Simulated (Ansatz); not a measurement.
A relaxed structure of InAs. Space group P6₃mc (No. 186), wurtzite type. Computed with r2SCAN (plane waves to 500 eV, PAW, scalar-relativistic; Ansatz, an electronic-structure program).

Space group P6₃mc (No. 186); a = b = 4.310 Å, c = 7.087 Å, α = β = 90.00°, γ = 120.00°

```csv
atom,site,symmetry,x,y,z
In,2b,3m.,0.3333,0.6667,0.4997
As,2b,3m.,0.3333,0.6667,0.1255
```

### Question
Predict the band gap from r2SCAN.

### Answer
0.13 eV, direct at Γ (no spin-orbit coupling).

No spin polarisation in the result.

The run could not lose the symmetry of its start.

The first start was generated by placing the elements on the sites of a structure type. Materials Project lists a structure of InAs in the same space group, P6₃mc (No. 186); the sites were not compared with it, nor with measured phases. Known forms of InAs include space group No. 216.
